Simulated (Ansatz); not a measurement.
P (space group Cmce)

```
CELL_PARAMETERS angstrom
      1.65499    -5.08255     0.00000
      1.65499     5.08255     0.00000
      0.00000     0.00000     8.24745
ATOMIC_POSITIONS crystal
  P  0.89349 0.10651 0.21459
  P  0.89349 0.10651 0.71459
  P  0.10651 0.89349 0.28541
  P  0.10651 0.89349 0.78541
  P  0.60651 0.39349 0.46459
  P  0.60651 0.39349 0.96459
  P  0.39349 0.60651 0.03541
  P  0.39349 0.60651 0.53541
```

A phonon eigenvector at Z = (0.0, 0.0, 0.5) is frozen into this cell: atom i moves by Q times the vector below, so Q is the largest atomic displacement, in Å. The cell is held. It is one choice among 2 degenerate patterns. (q is in reciprocal vectors of the primitive cell; the cell shown is doubled to hold the pattern.)

| atom | x | y | z |
|---|---|---|---|
| P1 | -1.000 | 0.000 | 0.000 |
| P2 | 1.000 | 0.000 | 0.000 |
| P3 | 0.113 | 0.000 | 0.000 |
| P4 | -0.113 | 0.000 | 0.000 |
| P7 | 0.994 | 0.000 | 0.000 |
| P8 | -0.994 | 0.000 | 0.000 |

Atoms not listed stay in place.

Method: LDA (plane waves to 420 eV, PAW, scalar-relativistic; Ansatz, a first-principles code). k mesh 15×15×6 (Γ-centred), Fermi-Dirac smearing 0.05 eV. E stands for the smeared free energy. Compression counts positive. With partly filled bands, energies and forces of such displacements shift with the k mesh and the smearing. P was relaxed with its symmetry unable to fall. The relaxed volume of P is well below the measured one. The zero of ΔE is the undisplaced structure.

| Q (Å) | ΔE (eV/cell) | P (GPa) | −dE/dQ from forces (eV/Å) |
|---|---|---|---|
| -0.180 | 1.259 | 3.6 | 13.791 |
| -0.150 | 0.877 | 2.5 | 11.618 |
| -0.120 | 0.562 | 1.6 | 9.359 |
| -0.090 | 0.316 | 0.9 | 7.031 |
| -0.060 | 0.141 | 0.4 | 4.688 |
| -0.030 | 0.035 | 0.1 | 2.343 |
| 0.000 | 0.000 | 0.0 | 0.000 |
| 0.030 | 0.035 | 0.1 | -2.343 |
| 0.060 | 0.141 | 0.4 | -4.688 |
| 0.090 | 0.316 | 0.9 | -7.031 |
| 0.120 | 0.562 | 1.6 | -9.359 |
| 0.150 | 0.877 | 2.5 | -11.618 |
| 0.180 | 1.259 | 3.6 | -13.791 |

Summary:

The energy at Q = 0.180 Å is 1259 meV/cell. Space group of the distorted cell: Cc (No. 9), lowered from Cmce. Symmetry of the curve: even: the same for both signs. Shape of the curve: a single well with its minimum at or next to zero displacement. Harmonic wavenumber from the curvature (finite differences): 414 cm⁻¹. Wavenumber by perturbation theory (DFPT, on another k mesh): 414 cm⁻¹.

(For displaced atoms, the force is minus the slope of the energy, and its curvature is a force constant, which sets phonon frequencies.)
